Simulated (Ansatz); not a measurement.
Data:

Ni$_{3}$Ge (Cu3Au type, Pm-3m), a = 3.533 Å, b = 3.533 Å, c = 3.533 Å, α = 90.00°, β = 90.00°, γ = 90.00°.

This is the r²SCAN-relaxed structure.

**Question.** All from plane-wave PAW r²SCAN (Ansatz code), unless another level is named. Predict the electronic character.

**Answer.** metallic (no gap).

**Question.** Predict the formation energy from the elements (no fitted shifts).

**Answer.** -0.25 eV/atom.

**Question.** Next, the gap with spin–orbit coupling?

**Answer.** none (metallic).

The first step of the workflow began from a Materials Project structure, measured or hypothetical; the Crystallography Open Database copy checked does not list it. Its standing as an ambient phase is unchecked. The cell was relaxed with r²SCAN under the symmetry of its start; its stability against distortions is not shown here. No spin polarisation was allowed. The references are the lowest solids computed at this level, not always the standard phases. Scalar-relativistic: spin–orbit coupling is off unless named, which matters more the heavier the elements.

Potentials: the later of the program's two PAW sets.
